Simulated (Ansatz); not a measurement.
# IrS (zincblende structure)

Level of theory: DFT, PBE, scalar-relativistic, no spin polarisation; plane waves to 420 eV with PAW datasets (Ansatz 0.2.0), 10×10×10 k-mesh, Gaussian smearing of 0.05 eV; PAW files: Ansatz's generated set soft_2.

```
Ir S
1.0
     0.00000    2.63649    2.63649
     2.63649    0.00000    2.63649
     2.63649    2.63649    0.00000
Ir S
1 1
Direct
  0.00000 0.00000 0.00000
  0.25000 0.25000 0.25000
```

The cell came from substitution into a structure type; whether the compound takes it is for experiment to say.

The cell has space group F-43m (read at 0.01 Å). In it the stress is 0.00, 0.00, 0.00, 0.00, 0.00, 0.00 GPa and the largest force component 0.000 eV/Å. Each change below starts from this cell, without further relaxation. Stress is in GPa, positive in compression, in the order xx, yy, zz, yz, xz, xy; energies are counted from the cell above and are free energies with the smearing's entropy, which match forces and stress in a metal.

Q: What happens when atom 1 (Ir) is moved by 0.12 Å along z?

A: The energy changes by 82.2 meV per cell, and the force on it along the shift is -1.270 eV/Å (−F/u = 10.58 eV/Å²). Stress: 1.79, 1.79, 0.03, 0.00, 0.00, 6.08.
```
atom  Fx (eV/Å)     Fy      Fz
 Ir1      0.000  0.000  -1.270
  S2      0.000  0.000   1.270
```
In a harmonic crystal the energy would rise by −½F·u = ½ × 10.58 × 0.12² eV = 76.2 meV, close to the run's value; the rest is anharmonic or numerical.

Q: What happens when atom 1 (Ir) is moved by 0.08 Å along z?

A: The energy changes by 38.4 meV per cell, and the force on it along the shift is -0.914 eV/Å (−F/u = 11.43 eV/Å²). Stress: 0.89, 0.89, -0.17, 0.00, 0.00, 4.24.
| atom | Fx (eV/Å) | Fy | Fz |
| --- | --- | --- | --- |
| Ir1 | 0.000 | 0.000 | -0.914 |
| S2 | 0.000 | 0.000 | 0.914 |
In a harmonic crystal the energy would rise by −½F·u = ½ × 11.43 × 0.08² eV = 36.6 meV, close to the run's value; the rest is anharmonic or numerical.

Q: What stress follows from an engineering strain of -2 % in zz, atoms carried along?

A: 3.34, 3.34, 2.93, 0.00, 0.00, 0.00 GPa; the energy changes by 6.7 meV per cell.
The stress across the strain changes more than along it (C12 over C11 with clamped atoms), which a stable cubic crystal can't show: the cell is unstable or the mesh too coarse.
The change of the stress over the strain gives a clamped-atom stiffness of about 147 GPa for this component, a secant value that lies under the elastic constant in tension and over it in compression, by several per cent for each per cent of strain.
In a harmonic crystal the energy would rise by V(½Cε² − σ₀ε), with σ₀ the stress of the unstrained cell, = 6.7 meV, which matches.

Q: What stress follows from an engineering strain of 2 % in yy, atoms carried along?

A: -3.01, -2.75, -3.01, 0.00, 0.00, 0.00 GPa; the energy changes by 6.4 meV per cell.
The stress across the strain changes more than along it (C12 over C11 with clamped atoms), which a stable cubic crystal can't show: the cell is unstable or the mesh too coarse.
The change of the stress over the strain gives a clamped-atom stiffness of about 137 GPa for this component, a secant value that lies under the elastic constant in tension and over it in compression, by several per cent for each per cent of strain.
In a harmonic crystal the energy would rise by V(½Cε² − σ₀ε), with σ₀ the stress of the unstrained cell, = 6.3 meV, which matches.

Q: All atoms and the cell are disturbed at random:
```xyz
2
Lattice="-0.0460 2.6443 2.6411 2.6003 -0.0261 2.6211 2.6096 2.6337 -0.0353" Properties=species:S:1:pos:R:3 pbc="T T T"
Ir    0.0018   -0.0478    0.0292
S     1.2892    1.3608    1.2775
```
Give the energy change, the stress and the forces.

A: 60.7 meV per cell; stress 0.06, -1.03, -0.06, 0.15, -3.48, 3.04 GPa.
```
atom  Fx (eV/Å)      Fy      Fz
 Ir1      0.019   0.766  -0.758
  S2     -0.019  -0.766   0.758
```

Q: All atoms and the cell are disturbed at random:
```
CELL_PARAMETERS angstrom
-0.02940 2.66914 2.66026
2.66527 -0.01546 2.64632
2.66563 2.65556 -0.01583
ATOMIC_POSITIONS crystal
Ir 0.98482 0.03116 0.99153
S 0.26518 0.21884 0.25847
```
Give the energy change, the stress and the forces.

A: 174.3 meV per cell; stress -3.36, -3.59, -2.62, 3.56, -3.29, 2.40 GPa.
| atom | Fx (eV/Å) | Fy | Fz |
| --- | --- | --- | --- |
| Ir1 | -0.913 | 0.806 | -0.616 |
| S2 | 0.913 | -0.806 | 0.616 |

Scalar-relativistic only: spin–orbit splittings of the heavy atoms' levels are missing. The cell is a metal with an odd number of electrons, and spin polarisation wasn't tried.
